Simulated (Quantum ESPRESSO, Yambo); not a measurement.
# Quasiparticle gap of AlN

```cif
data_Al2N2
_chemical_formula_sum 'N2 Al2'
_space_group_name_H-M_alt 'P63mc'
_space_group_IT_number 186
_space_group_name_Hall 'P 6c -2c'
_cell_length_a 3.12859
_cell_length_b 3.12859
_cell_length_c 5.01696
_cell_angle_alpha 90.000
_cell_angle_beta 90.000
_cell_angle_gamma 120.000
loop_
_atom_site_label
_atom_site_type_symbol
_atom_site_symmetry_multiplicity
_atom_site_Wyckoff_symbol
_atom_site_fract_x
_atom_site_fract_y
_atom_site_fract_z
_atom_site_occupancy
N1 N 2 b 0.33333 0.66667 0.38071 1
Al1 Al 2 b 0.66667 0.33333 0.49929 1
```

The geometry is that of Materials Project entry mp-661, symmetrised and not relaxed again.

Starting point: PBE (pw.x of Quantum ESPRESSO, ONCV potentials, no spin-orbit coupling). G0W0 in Yambo: 6×6×4 Γ-centred k mesh, 77 bands and a 8 Ry block in the screening, 77 bands in G with the Bruneval-Gonze terminator, plasmon pole fitted at 27.2 eV.

The PBE gap along the band path is 4.06 eV and the PBE gap between the mesh's edge points (Γ → Γ) is 4.06 eV. The G0W0 gap between the same points comes out as 5.38 eV.

| k point | band | E PBE (eV) | E QP (eV) | shift (eV) | Z |
|---|---|---|---|---|---|
| Γ | VB | 0.00 | -0.71 | -0.71 | 0.79 |
| Γ | CB | 4.06 | 4.67 | 0.61 | 0.82 |
| A | VB | -0.53 | -1.32 | -0.80 | 0.79 |
| A | CB | 6.32 | 7.12 | 0.80 | 0.82 |
| M | VB | -0.68 | -1.50 | -0.82 | 0.79 |
| M | CB | 5.77 | 6.40 | 0.63 | 0.83 |
| L | VB | -1.35 | -2.29 | -0.94 | 0.79 |
| L | CB | 5.26 | 5.80 | 0.54 | 0.83 |
| K | VB | -2.35 | -3.43 | -1.09 | 0.79 |
| K | CB | 5.06 | 5.47 | 0.42 | 0.84 |
| H | VB | -0.79 | -1.65 | -0.86 | 0.79 |
| H | CB | 7.37 | 8.18 | 0.82 | 0.82 |

Energies count from the PBE valence-band maximum.

Convergence of the G0W0 settings was not tested.
